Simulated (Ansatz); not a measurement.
## MnAu (Pm-3m): couplings from the magnetic force theorem

Geometry: a structure from the Materials Project, repeated to hold the magnetic orders; nothing is relaxed.

Functional, mesh and filling: LDA, 9×9×5 k mesh, Fermi–Dirac smearing of 0.025 eV. PAW means Ansatz 0.2.0 on its default frozen-core files. Site moments are integrated in spheres about the atoms.

The run was typed so:

```yaml
crystal:
  lattice:
    - [3.20775807, 0.0, 0.0]
    - [0.0, 3.20775807, 0.0]
    - [0.0, 0.0, 6.41551614]
  atoms:
    - { symbol: Mn, position: [0.5, 0.5, 0.25], spin: 3.8 }
    - { symbol: Mn, position: [0.5, 0.5, 0.75], spin: -3.8 }
    - { symbol: Au, position: [0.0, 0.0, 0.0] }
    - { symbol: Au, position: [0.0, 0.0, 0.5] }
magnetization:
  spin_polarized: true
kpoints:
  mp_grid: { grid: [9, 9, 5] }
scf:
  occupations: { method: fermi_dirac, width: 0.025 }
  lower_state_search: "off"
hamiltonian:
  xc: lda
  pseudopotentials: { kind: paw }
output:
  eigenvalues: false
  eigenstates:
    nscf_kmesh: { grid: [9, 9, 5] }
    top_band: c47
    exchange_couplings: { magnetic: [{ species: Mn }] }
  write_density: true
  write_potential: true
  elf: true
  volumetric_format: npy
```

Command: `ansatz run input.yaml --threads 2 --pin off --max-ram 6144MiB --backend cpu --events-out ev --progress --plain --runs-dir out`

Site moments (μB): Mn1 3.84, Mn2 -3.84, Au3 0.00, Au4 0.00. Cell moment 0.00 μB.

Couplings come from the force theorem (directions of the magnetic atoms constrained, all else relaxed) on a 9×9×5 mesh, with E = −Σ J e_i·e_j over ordered pairs of unit vectors, so positive J favours parallel moments.

| pair | count | J PAW (meV) |
| --- | --- | --- |
| Mn1–Mn at 3.21 Å, set 1 | 4 | -3.81 |
| Mn1–Mn at 3.21 Å, set 2 | 2 | +1.72 |
| Mn1–Mn at 4.54 Å, set 1 | 4 | -1.40 |
| Mn1–Mn at 4.54 Å, set 2 | 8 | +1.49 |
| Mn1–Mn at 5.56 Å | 8 | -8.65 |
| Mn1–Mn at 6.42 Å, set 1 | 4 | +0.66 |
| Mn1–Mn at 6.42 Å, set 2 | 2 | +0.37 |
| Mn1–Mn at 7.17 Å, set 1 | 8 | -0.02 |
| Mn1–Mn at 7.17 Å, set 2 | 8 | +0.51 |
| Mn1–Mn at 7.17 Å, set 3 | 8 | -0.34 |
| Mn1–Mn at 7.86 Å, set 1 | 8 | -0.38 |
| Mn1–Mn at 7.86 Å, set 2 | 16 | +0.49 |
| Mn1–Mn at 9.07 Å, set 1 | 4 | +1.63 |
| Mn1–Mn at 9.07 Å, set 2 | 8 | +1.08 |
| Mn1–Mn at 9.62 Å, set 1 | 4 | +0.08 |
| Mn1–Mn at 9.62 Å, set 2 | 16 | -0.08 |
| Mn1–Mn at 9.62 Å, set 3 | 8 | +0.57 |
| Mn1–Mn at 9.62 Å, set 4 | 2 | -0.02 |

Pairs at one distance with different couplings are listed as sets.

The program reports that this state isn't the lowest of its own couplings.

The couplings come from one mesh, and their convergence in k wasn't tested.

They shouldn't be read as transferable Heisenberg parameters: they are taken about a state that they themselves reject, with itinerant moments.

The PAW files were made with PBE; the program remakes their cores once for the run's functional and then keeps them frozen. The Ansatz runs typed with the search for lower states off end where their start leads. Spin–orbit coupling is left out although heavy atoms are present. None of this fixes the real material's magnetic order: only patterns that fit the cell were computed, at zero temperature, with a functional that can overstate moments.
